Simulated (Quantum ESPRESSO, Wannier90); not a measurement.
## YSi$_{2}$ (P6/mmm), plane waves to Wannier functions

```
YSi2
1.0
    4.07549     0.00000     0.00000
   -2.03775     3.52948     0.00000
    0.00000     0.00000     3.99013
Y Si
1 2
Cartesian
  0.00000   0.00000   0.00000
  2.03775  -1.17649   1.99506
 -2.03775   1.17649   1.99506
```

Structure: Materials Project mp-2568, symmetrised, not relaxed again. COD (Crystallography Open Database) has an entry of this formula and space group (matched by these alone). Computed values, not measurements, from PBEsol: Quantum ESPRESSO (norm-conserving PseudoDojo potentials, cutoff 58 Ry, no spin polarisation, no spin-orbit coupling) on a Γ-centred 12×12×8 mesh, then Wannier90. Density: 12×12×8 mesh, cold smearing 0.01 Ry.

Base run: 17 functions from bands 5-31 of the 31 computed, start hydrogen-like Y: s;p;d; Si: s;p, centres 0.05 Å off the atoms, frozen window up to 1.50 eV relative to the Fermi level, outer window open. One thing is changed at a time; window edges are relative to the Fermi level. The misfit compares interpolated bands with pw.x on a high-symmetry path, for states up to 1.0 eV relative to the Fermi level. Converged means that the tolerances were met: symmetric starts can stop on a saddle, which shows as a larger Ω_OD at equal Ω_I and can move the misfit too.

```csv
setting,functions,frozen to (eV),Ω_I (Å²),Ω_D (Å²),Ω_OD (Å²),rms misfit (meV),worst (meV),ended
base,17,1.50,26.62,0.02,7.18,3.2,45,converged
```

### Question
Starting from this base row, predict which settings stop with an error, and how Ω_I and the misfit move in the others: frozen window to 0.50 eV; frozen window to 9.42 eV; outer window to 10.61 eV.

### Answer
```tsv
setting	functions	frozen to (eV)	Ω_I (Å²)	Ω_D (Å²)	Ω_OD (Å²)	rms misfit (meV)	worst (meV)	ended
frozen window to 0.50 eV	17	0.50	25.84	0.02	6.47	39	242	converged
frozen window to 9.42 eV	17	9.42	–	–	–	–	–	stops: too many frozen states
outer window to 10.61 eV	17	1.50	–	–	–	–	–	stops: too few bands in the window
```

Runs of this sweep that didn't settle are not listed.
